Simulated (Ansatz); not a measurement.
Values for one crystal, relaxed and computed with DFT-LDA in the program Ansatz with PAW potentials; other levels are named.

```yaml
volume_per_atom: 10.58 Å³
band_gap: 3.35 eV (indirect)
Pressure derivative B′: 4.2
hole_effective_mass: 0.28, 3.1, 3.1 mₑ (principal values)
conduction_band_minimum: at Γ
smallest_direct_gap_on_the_standard_path: 3.79 eV
Formation energy from the elements (no fitted shifts): -3.59 eV/atom
```

Q: Which compound is it?
(A) AlN, wurtzite
(B) MgTe, wurtzite
(C) CdS, wurtzite
(D) ZrO2, fluorite

A: D, ZrO2, fluorite

Space group Fm-3m (fluorite). This is a known high-temperature phase of the composition, computed here at zero pressure and temperature. The cell was relaxed with LDA under the symmetry of its start; its stability against distortions is not shown here. No spin polarisation was allowed. The references are the lowest solids computed at this level, not always the standard phases (solids in place of the gases). Spin–orbit coupling is left out wherever it is not named.

Potentials: the later of the program's two PAW sets.
